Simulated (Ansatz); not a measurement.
## LuSe₂ (CdCl2-type structure)

The computed numbers are results of PBEsol, scalar-relativistic (no spin polarisation) in the plane-wave PAW code Ansatz at 420 eV, Γ-centred 10×10×10 mesh, 0.05 eV Gaussian smearing; PAW files: Ansatz's generated set soft_2.

```yaml
crystal:
  lattice:
    - [2.04223, 1.17908, 5.35216]
    - [-2.04223, 1.17908, 5.35216]
    - [0.00000, -2.35816, 5.35216]
  atoms:
    - { symbol: Lu, position: [0.00000, 0.00000, 0.00000] }
    - { symbol: Se, position: [0.24430, 0.24430, 0.24430] }
    - { symbol: Se, position: [0.75570, 0.75570, 0.75570] }
```

The structure was built from a prototype; whether the compound forms in it isn't claimed.

The cell above was scaled in volume, and shape and atoms were relaxed at each volume within its symmetry. Energies are counted from the cell above.

Cell and atoms are those of this level's equilibrium.

```
V (Å³/atom)  ΔE (meV/atom)  P from the stress (GPa)
     24.745           5.14                     1.79
     25.260           1.25                     0.84
     25.776           0.00                    -0.03
     26.291           0.81                    -0.60
     26.807           3.61                    -1.17
```

Q: Do the energies and the pressures agree? Compare −ΔE/ΔV between neighbouring points (1 meV/Å³ = 0.1602 GPa) with the mean of their pressures.

A: 
```tsv
interval (Å³/atom)	−ΔE/ΔV (GPa)	mean P (GPa)
24.74 to 25.26	1.2	1.3
25.26 to 25.78	0.4	0.4
25.78 to 26.29	-0.3	-0.3
26.29 to 26.81	-0.9	-0.9
```
They differ by 0.10 GPa at most.

Q: What do the two routes give for V0, B0 and B0′?

A: A third-order Birch–Murnaghan fit of the energies: V0 = 25.81 Å³/atom, B0 = 34 GPa, B0′ = 6.5. A polynomial of P in ln V, with B = −dP/d ln V at P = 0: V0 = 25.79 Å³/atom, B0 = 36 GPa, B0′ = 9.5. The two B0′ disagree, so these points don't fix it: the range is narrow, and mesh and smearing noise enter a third derivative strongly.

B0·V0 = 33.7 GPa × 25.81 Å³ = 5.42 eV/atom sets the scale: near the minimum ΔE ≈ ½ B0 V0 x², with x = V/V0 − 1, and a pressure of 0.3 GPa squeezes the volume by about 1 %. At the ends of the curve: x = −4.1 % predicts 4.7 meV/atom and the run gives 5.1; x = +3.8 % predicts 4.0 meV/atom and the run gives 3.6. The curve is steeper than the parabola on the compressed side and flatter on the expanded side: the bulk modulus rises with pressure.

For elements this heavy, spin–orbit coupling would shift levels and gaps; it isn't included here. The cell is a metal with an odd number of electrons, and spin polarisation wasn't tried. The structure is layered, and this functional has no dispersion term, so the layers' spacing is poorly fixed, often too long, and so is what hangs on it.
